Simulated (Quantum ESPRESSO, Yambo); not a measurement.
## Quasiparticle gap of GeO2

Space group P4₂/mnm (No. 136); a = b = 4.4230 Å, c = 2.8835 Å, α = β = γ = 90.00°

| atom | site | symmetry | x | y | z |
|---|---|---|---|---|---|
| O | 4f | m.2m | 0.3063 | 0.3063 | 0.0000 |
| Ge | 2a | m.mm | 0.0000 | 0.0000 | 0.0000 |

Cell and atoms were relaxed with PBEsol from Materials Project entry mp-470, within its symmetry.

Starting point: PBE (stringent potentials; Quantum ESPRESSO, PseudoDojo norm-conserving, 124 Ry, no spin-orbit coupling). G0W0 in Yambo: 4×4×4 Γ-centred k mesh, bands 9 to 205 and a 12 Ry block in the screening, 205 bands in G with the Bruneval-Gonze terminator, plasmon pole fitted at 27.2 eV.

- PBE gap along the band path = 1.68 eV
- PBE gap between the mesh's edge points (Γ → Γ) = 1.68 eV
- G0W0 gap between the same points = 3.37 eV

```csv
k point,band,E PBE (eV),E QP (eV),shift (eV),Z
Γ,VB,0.00,-0.86,-0.86,0.79
Γ,CB,1.68,2.51,0.83,0.83
R,VB,-1.38,-2.20,-0.82,0.80
R,CB,6.26,7.77,1.51,0.82
M,VB,-1.47,-2.55,-1.08,0.79
M,CB,4.81,6.06,1.24,0.83
A,VB,-1.15,-2.16,-1.02,0.79
A,CB,4.56,5.76,1.20,0.83
```

Energies count from the PBE valence-band maximum.

Nearest settings tried, and what they do to the gap: 119 bands in G: +12 meV; 119 bands in W, 119 bands in G: +64 meV; 7 Ry block (137 vectors against 275): -136 meV. Not varied: mesh. So the settings aren't converged at that level.

Spin-orbit splittings are left out.
